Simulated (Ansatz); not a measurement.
# Ag: from a starting cell to a relaxed one

The start is a generated cell, Ag built in the simple-cubic structure type. The cell and all atomic positions are relaxed at zero pressure with PBEsol (plane waves to 420 eV, PAW, scalar-relativistic; Ansatz, a program for electronic structure). First-step values are on the input's coarse k-mesh.

Ansatz input (later rounds restart from its end on a renewed k-mesh):
Ansatz 0.2 input:
```yaml
crystal:
  lattice:
    - [2.675732, 0, 0]
    - [0, 2.675732, 0]
    - [0, 0, 2.675732]
  atoms:
    - { symbol: Ag, position: [0, 0, 0] }
basis: { ecutwfc: 420, ecutrho_ratio: 4, xc_grid: 2, fft_grid_basis: typed }
kpoints: { mp_grid: { grid: [12, 12, 12] } }
hamiltonian:
  xc: pbesol
  dispersion: none
  pseudopotentials: { azcp: { folder: ./paw }, kind: paw }
scf: { occupations: { method: fermi_dirac, width: 0.05 } }
relax: { f_tol: 0.01, max_steps: 100, cell: { stress_tol: 0.02 } }
output: { forces: true, stress: true }
```

**Question.** How much energy is released per atom?

**Answer.** Under 0.01 eV/atom.

**Question.** How do the shortest distances between atoms change?

**Answer.** The closest pairs of elements (up to four, under 3.6 Å), start → end: Ag–Ag 2.68 → 2.68 Å.

The space group stays Pm-3m (No. 221) (the run could not lower it); the end is simple cubic type, with 1 atom in the primitive cell. Final values are on a 17×17×17 k-mesh of the relaxed cell. No spin polarisation in the result.

The run could not lose the symmetry of its start, so the end can be a saddle point.

The relaxed structure here is a generated cell of Ag: the first start was made by placing the elements on the sites of a structure type, and the end was not matched to a known phase here, so it may be hypothetical. Known forms of Ag include space group No. 225.
